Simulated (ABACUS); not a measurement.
# A series of runs on Sb (Pm-3m, 1 atom in the cell; from Materials Project mp-133)

```xyz
1
Lattice="3.0833 0.0000 0.0000 0.0000 3.0833 0.0000 0.0000 0.0000 3.0833" Properties=species:S:1:pos:R:3 pbc="T T T"
Sb     0.0000     0.0000     0.0000
```

Base run A: LDA (PW92), PseudoDojo 0.4 standard norm-conserving LDA (tails mended) pseudopotentials (ABACUS), self-consistent single point.

Its settings: KPT = Gamma 7 7 7 0.5 0.5 0.5; basis_type = pw; dft_functional = PWLDA; ecutwfc = 84 Ry; smearing_method = fd; smearing_sigma = 0.00734986 Ry; potentials = PseudoDojo 0.4 standard norm-conserving LDA (tails mended); symmetry = 1; symmetry_prec = 1e-05; ks_solver = dav_subspace; scf_nmax = 100; scf_thr = 1.0e-09 Ry; mixing_type = broyden.

The structure comes from a collection of computed structures, made at another level of theory; the collection holds predicted forms beside known ones. No clean gap shows at this smearing width and mesh (spacing up to 0.29 Å⁻¹); the mesh is coarse for partly filled bands, so the values carry mesh errors. Semi-local functionals can close small gaps.

ΔF is the free energy per atom less that of run A. 

```tsv
run	change	ΔF (meV/atom)	pressure (GPa)	k-points
A	base	0.00	-2.38	20
B	lattice vector c scaled by 0.98	-3.0	-1.19	40
C	lattice vector c scaled by 0.99	-3.0	-1.83	40
D	lattice vector c scaled by 1.01	5.6	-2.87	40
E	lattice vector c scaled by 1.02	13.5	-3.30	40
```

Run D against A: The free energy rises by 5.6 meV/atom and the pressure goes from -2.38 to -2.87 GPa.

Run B against A: The free energy drops by 3.0 meV/atom and the pressure goes from -2.38 to -1.19 GPa.

Small differences between rows can be mesh errors.

“Tails mended”: in these copies of the files the far tail of each local potential was reset to the Coulomb form.
